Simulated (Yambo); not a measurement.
**Excitons in LiF**

```
CELL_PARAMETERS angstrom
      0.00000     2.00068     2.00068
      2.00068     0.00000     2.00068
      2.00068     2.00068     0.00000
ATOMIC_POSITIONS crystal
  Li 0.00000 0.00000 0.00000
  F  0.50000 0.50000 0.50000
```

Cell and atoms were relaxed with PBEsol from Materials Project entry mp-1138, within its symmetry.

BSE in Yambo on PBEsol (pw.x of Quantum ESPRESSO, ONCV potentials, scalar-relativistic) bands: 10×10×10 mesh, 3 valence and 1 conduction bands, static screening with 9 bands and a 4 Ry block, scissor 4.81 eV, Tamm-Dancoff; field along x.

| state | energy (eV) | states within 2 meV | relative strength | class | main transitions |
|---|---|---|---|---|---|
| 1 | 11.58 | 3 | 1.00 | strong | several band pairs |
| 2 | 13.08 | 3 | < 0.01 | dark | several band pairs |
| 3 | 13.14 | 3 | 0.14 | strong | several band pairs |
| 4 | 13.15 | 2 | < 0.01 | dark | several band pairs |
| 5 | 13.26 | 3 | < 0.01 | dark | several band pairs |
| 6 | 13.46 | 3 | 0.10 | strong | several band pairs |
| 7 | 13.52 | 3 | < 0.01 | dark | several band pairs |
| 8 | 13.52 | 2 | < 0.01 | dark | several band pairs |

These are vertical excitations (zero momentum). The direct quasiparticle gap on this mesh is 13.93 eV; counted from there, state 1 is bound by 2.35 eV. On a 8×8×8 mesh the same difference is 2.42 eV.

Spin singlets only. Strengths are relative to the strongest of the lowest states of this run; strong means a line over 3 % of the spectrum's maximum, dark under 0.03 %. Absolute energies carry the error of the G0W0 scissor, whose convergence isn't established.
